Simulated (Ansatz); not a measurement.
An Ansatz (an electronic-structure program) run. Input:

Ansatz 0.2 input:
```yaml
crystal:
  lattice:
    - [0.0, 3.9007065186, 3.9007065186]
    - [3.9007065186, 0.0, 3.9007065186]
    - [3.9007065186, 3.9007065186, 0.0]
  atoms:
    - { symbol: Na, position: [0.5, 0.5, 0.5] }
    - { symbol: Na, position: [0.75, 0.75, 0.75] }
    - { symbol: Au, position: [0.125, 0.125, 0.125] }
    - { symbol: Au, position: [0.625, 0.125, 0.125] }
    - { symbol: Au, position: [0.125, 0.125, 0.625] }
    - { symbol: Au, position: [0.125, 0.625, 0.125] }
kpoints:
  mp_grid: { grid: [7, 7, 7] }
  band_path:
    path:
      - [[0.0, 0.0, 0.0], [0.5, 0.0, 0.5], [0.625, 0.25, 0.625]]  # Γ-X-U
      - [[0.375, 0.375, 0.75], [0.0, 0.0, 0.0], [0.5, 0.5, 0.5], [0.5, 0.25, 0.75], [0.5, 0.0, 0.5]]  # K-Γ-L-W-X
    npoints: 12
basis: { xc_grid: 2 }
hamiltonian:
  xc: pbesol
  pseudopotentials: { kind: paw }
magnetization: { noncollinear: true, spin_orbit: true }
scf:
  n_extra_bands: 12
  convergence: { dr2_threshold: 0.0000000001 }
  occupations: { method: gaussian, width: 0.05 }
output: { eigenvalues: true }
```

Output (shortened):

```
Pseudopotential: Na, paw_fr, valence charge 9
Pseudopotential: Au, paw_fr, valence charge 19
Functional definition: PBEsol
non-collinear run that drives no moment, with spin-orbit …
Crystal: 6 atoms, lattice volume = 118.702 Å³
Basis set: ecut = 420 eV, 2277 PW (Γ), exchange–correlation on 80×80×80 points (8 copies of the dense FFT grid, shifted against one another)
Bands: 106, of which v1, the nominal top of the filled ones, is band 94 counted from 1 (93 counted from 0)
Symmetry: 48 space group operations + 48 with time reversal
k-points: 20 of 343
Projection manifold: j_resolved (fully-relativistic pseudo-atomic orbitals)
SCF iter   1: F=—  HF=-55139.479783 eV  |F-HF|=—  |Δ(HF+E_count)|=         —  Δρ=1.46e-1  dr2=4.13e1  dr2_m=0.00e0 (ungated)  ethr=3.10e-3  |M|=0.00e0 ∫|m|=0.00e0 μB  |m|>n=0.0e0 m-floor=0.0e0 τ_xc=0.0e0  β_m=0.30  ⟨swp⟩=6.6  Hψ=4748  notcnv=0  defer=10
preconditioner: auto → Kerker (q_TF=auto, 2.624 Å⁻¹)
spin=Noncollinear: Kerker preconditioning applied to the charge; magnetization (m_x, m_y, m_z) channels mix plain (no charge-response kernel on spin).
SCF iter   2: F=—  HF=-55133.404871 eV  |F-HF|=—  |Δ(HF+E_count)|=    6.07e0  Δρ=7.92e-2  dr2=1.41e1  dr2_m=0.00e0 (ungated)  ethr=3.10e-3  |M|=0.00e0 ∫|m|=0.00e0 μB  |m|>n=0.0e0 m-floor=0.0e0 τ_xc=0.0e0  β_m=0.47  ⟨swp⟩=2.9  Hψ=2063  notcnv=0  defer=126
preconditioner: auto → Resta (q_TF=auto, 2.624 Å⁻¹)
spin=Noncollinear: Resta preconditioning applied to the charge; magnetization (m_x, m_y, m_z) channels mix plain (no charge-response kernel on spin).
SCF iter   3: F=—  HF=-55129.923421 eV  |F-HF|=—  |Δ(HF+E_count)|=    3.48e0  Δρ=2.33e-2  dr2=1.72e0  dr2_m=0.00e0 (ungated)  ethr=3.10e-3  |M|=0.00e0 ∫|m|=0.00e0 μB  |m|>n=0.0e0 m-floor=0.0e0 τ_xc=0.0e0  β_m=0.73  ⟨swp⟩=3.2  Hψ=1803  notcnv=0  defer=122
SCF iter   4: F=—  HF=-55129.244033 eV  |F-HF|=—  |Δ(HF+E_count)|=   6.79e-1  Δρ=1.39e-2  dr2=2.27e-1  dr2_m=0.00e0 (ungated)  ethr=1.83e-3  |M|=0.00e0 ∫|m|=0.00e0 μB  |m|>n=0.0e0 m-floor=0.0e0 τ_xc=0.0e0  β_m=0.82  ⟨swp⟩=3.0  Hψ=1759  notcnv=0  defer=130
SCF iter   5: F=—  HF=-55129.190285 eV  |F-HF|=—  |Δ(HF+E_count)|=   5.37e-2  Δρ=3.92e-3  dr2=1.50e-2  dr2_m=0.00e0 (ungated)  ethr=2.42e-4  |M|=0.00e0 ∫|m|=0.00e0 μB  |m|>n=0.0e0 m-floor=0.0e0 τ_xc=0.0e0  β_m=0.88  ⟨swp⟩=2.0  Hψ=1509  notcnv=0  defer=130
SCF iter   6: F=—  HF=-55129.188488 eV  |F-HF|=—  |Δ(HF+E_count)|=   1.80e-3  Δρ=1.27e-3  dr2=2.69e-3  dr2_m=0.00e0 (ungated)  ethr=1.59e-5  |M|=0.00e0 ∫|m|=0.00e0 μB  |m|>n=0.0e0 m-floor=0.0e0 τ_xc=0.0e0  β_m=0.94  ⟨swp⟩=2.1  Hψ=1591  notcnv=0  defer=130
SCF iter   7: F=—  HF=-55129.187811 eV  |F-HF|=—  |Δ(HF+E_count)|=   6.77e-4  Δρ=2.63e-4  dr2=1.06e-4  dr2_m=0.00e0 (ungated)  ethr=2.86e-6  |M|=0.00e0 ∫|m|=0.00e0 μB  |m|>n=0.0e0 m-floor=0.0e0 τ_xc=0.0e0  β_m=0.97  ⟨swp⟩=2.0  Hψ=1599  notcnv=0  defer=130
SCF iter   8: F=—  HF=-55129.187795 eV  |F-HF|=—  |Δ(HF+E_count)|=   1.61e-5  Δρ=4.03e-5  dr2=1.40e-6  dr2_m=0.00e0 (ungated)  ethr=1.13e-7  |M|=0.00e0 ∫|m|=0.00e0 μB  |m|>n=0.0e0 m-floor=0.0e0 τ_xc=0.0e0  β_m=0.99  ⟨swp⟩=2.0  Hψ=1432  notcnv=0  defer=130
SCF iter  12: F=-55129.188023 eV  HF=-55129.188023 eV  |F-HF|=7.28e-12  |Δ(HF+E_count)|=  7.28e-12  Δρ=1.12e-7  dr2=1.14e-11  dr2_m=0.00e0 (ungated)  ethr=1.00e-12  |M|=0.00e0 ∫|m|=0.00e0 μB  |m|>n=0.0e0 m-floor=0.0e0 τ_xc=0.0e0  ⟨swp⟩=10.0  Hψ=3815  notcnv=0
SCF 1 converged in 12 iterations: F = -55129.188023 eV  dr2 = 1.14e-11
NSCF: frozen V_eff on 74 k-points
SCF converged after 12 iterations
Magnetization: |M| = 0.0000 μB,  M = (+0.0000, +0.0000, +0.0000) μB
Absolute magnetization: 0.0000 μB (∫|m|)
  site 0: m = (+0.0000, +0.0000, +0.0000) μB, |m| = 0.0000 μB  (R = 1.33 Å)
  site 1: m = (+0.0000, +0.0000, +0.0000) μB, |m| = 0.0000 μB  (R = 1.33 Å)
  site 2: m = (+0.0000, +0.0000, +0.0000) μB, |m| = 0.0000 μB  (R = 1.14 Å)
  site 3: m = (+0.0000, +0.0000, +0.0000) μB, |m| = 0.0000 μB  (R = 1.14 Å)
  site 4: m = (+0.0000, +0.0000, +0.0000) μB, |m| = 0.0000 μB  (R = 1.14 Å)
  site 5: m = (+0.0000, +0.0000, +0.0000) μB, |m| = 0.0000 μB  (R = 1.14 Å)
Free energy (F): -55129.188023 eV
Harris-Foulkes:  -55129.188023 eV  (|F-HF|=7.28e-12)
Internal energy: -55129.186596 eV  (E = F + TS)
E sigma→0 (E₀):  -55129.187310 eV
Entropy (-TS):   -0.001427 eV (-0.238 meV/atom)
Fermi energy:    12.883546 eV
--- Per-component energies (eV) ---
  E_band       = -1711.702086
  E_kinetic    = 2661.450845
  E_local      = -11977.436027  (includes V_loc(G=0)·N_el)
  E_nonlocal   = 483.347291
  E_hartree    = 4914.333384
  E_xc         = -985.914432
  E_vxc        = -1201.351914  (∫ρ·V_xc dr)
  E_paw        = -38876.527238  (= ΣΔE_a)
  E_vpaw       = -1506.384076  (= ΣTr[D̂ρ^β])
  E_aug_tail   = 0.004947  (compensation charges beyond the density's cutoff)
  E_ewald      = -11349.814732
  E_core_change = 1.369365  (= ΣΔE_core)
  E_smearing   = -0.001427  (= −TS)
  E_closure    = 0.000000  (closes the sum)
  Σ components = -55129.188023   (vs F -55129.188023, Δ=0.00e0)
  [band-id]    e_kinetic+e_local+e_nonlocal+2·e_hartree+e_vxc+e_vpaw+e_augmentation_tail = -1711.702166   (vs E_band -1711.702086, Δ=-7.94e-5)
--- Band table (eV; the first three rows and the last of 20) ---
  k-point 0: bands = ["-92.5550", "-92.5550", "-92.5387", "-92.5387", "-92.5387", "-92.5387", "-92.5387", "-92.5387", "-56.3186", "-56.3186", "-56.3172", "-56.3172", "-56.3172", "-56.3172", "-56.2656", "-56.2656", "-39.8924", "-39.8924", "-39.7975", …
  k-point 1: bands = ["-92.5544", "-92.5544", "-92.5393", "-92.5393", "-92.5387", "-92.5387", "-92.5387", "-92.5387", "-56.3182", "-56.3182", "-56.3172", "-56.3172", "-56.3156", "-56.3156", "-56.2675", "-56.2675", "-39.8854", "-39.8854", "-39.7945", …
  k-point 2: bands = ["-92.5528", "-92.5528", "-92.5409", "-92.5409", "-92.5387", "-92.5387", "-92.5387", "-92.5387", "-56.3181", "-56.3181", "-56.3172", "-56.3172", "-56.3107", "-56.3107", "-56.2725", "-56.2725", "-39.8699", "-39.8699", "-39.7843", …
  k-point 19: bands = ["-92.5480", "-92.5480", "-92.5457", "-92.5457", "-92.5387", "-92.5387", "-92.5387", "-92.5387", "-56.3178", "-56.3178", "-56.3173", "-56.3173", "-56.2952", "-56.2952", "-56.2880", "-56.2880", "-39.8336", "-39.8336", "-39.7760", …
```

Cost: very roughly 3 core-minutes on shared cores.

Space group Fd-3m (cubic Laves (MgCu2 type)). The workflow started from an entry of the Crystallography Open Database (COD). Whether it is the stable phase at ambient conditions was not checked. The cell was relaxed with PBEsol under the symmetry of its start; of distortions, only those at the zone centre were tested.

Potentials: the later of the program's two PAW sets.

Ansatz is a plane-wave DFT program.
